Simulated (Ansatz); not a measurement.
Starting cell, La2O3 (A-La2O3 type, space group P-3m1):

```xyz
10
Lattice="3.9403 0.0000 0.0000 -1.9701 3.4124 0.0000 0.0000 0.0000 12.3760" Properties=species:S:1:pos:R:3 pbc="T T T"
La     0.0000     2.2749     1.5308
La     0.0000     2.2749     7.7188
La     1.9701     1.1375     4.6572
La     1.9701     1.1375    10.8452
O      0.0000     0.0000     0.0000
O      0.0000     0.0000     6.1880
O      0.0000     2.2749     3.9930
O      0.0000     2.2749    10.1810
O      1.9701     1.1375     2.1950
O      1.9701     1.1375     8.3830
```

A phonon eigenvector at A = (0.0, 0.0, 0.5) is frozen into this cell: atom i moves by Q times the vector below, so Q is the largest atomic displacement, in Å. The cell is held. (q is in reciprocal vectors of the primitive cell; the cell shown is doubled to hold the pattern.)

```json
[
 {"atom": "La1", "x": "0.000", "y": "0.000", "z": "0.798"},
 {"atom": "La2", "x": "0.000", "y": "0.000", "z": "-0.798"},
 {"atom": "La3", "x": "0.000", "y": "0.000", "z": "-0.798"},
 {"atom": "La4", "x": "0.000", "y": "0.000", "z": "0.798"},
 {"atom": "O5", "x": "0.000", "y": "0.000", "z": "1.000"},
 {"atom": "O6", "x": "0.000", "y": "0.000", "z": "-1.000"},
 {"atom": "O7", "x": "0.000", "y": "0.000", "z": "-0.503"},
 {"atom": "O8", "x": "0.000", "y": "0.000", "z": "0.503"},
 {"atom": "O9", "x": "0.000", "y": "0.000", "z": "0.503"},
 {"atom": "O10", "x": "0.000", "y": "0.000", "z": "-0.503"}
]
```

Method: PBE (plane waves to 420 eV, PAW, scalar-relativistic; Ansatz, an electronic-structure program). k mesh 10×10×3 (Γ-centred), Fermi-Dirac smearing 0.05 eV. La2O3 is run without spin polarisation. La2O3 was relaxed with its symmetry unable to fall.

At one point of the scan the forces (eV/Å) are:

```csv
atom,Fx,Fy,Fz
La1,0.000,0.000,-0.632
La2,0.000,0.000,0.454
La3,0.000,0.000,0.632
La4,0.000,0.000,-0.454
O5,0.000,0.000,-0.077
O6,0.000,0.000,0.077
O7,0.000,0.000,0.097
O8,0.000,0.000,0.006
O9,0.000,0.000,-0.097
O10,0.000,0.000,-0.006
```

**Question.** Which point is it?
A. Q = 0.067 Å
B. Q = 0.017 Å
C. Q = 0.033 Å
D. Q = 0.100 Å

**Answer.** A, Q = 0.067 Å

(For displaced atoms, the force is minus the slope of the energy, and its curvature is a force constant, which sets phonon frequencies.)
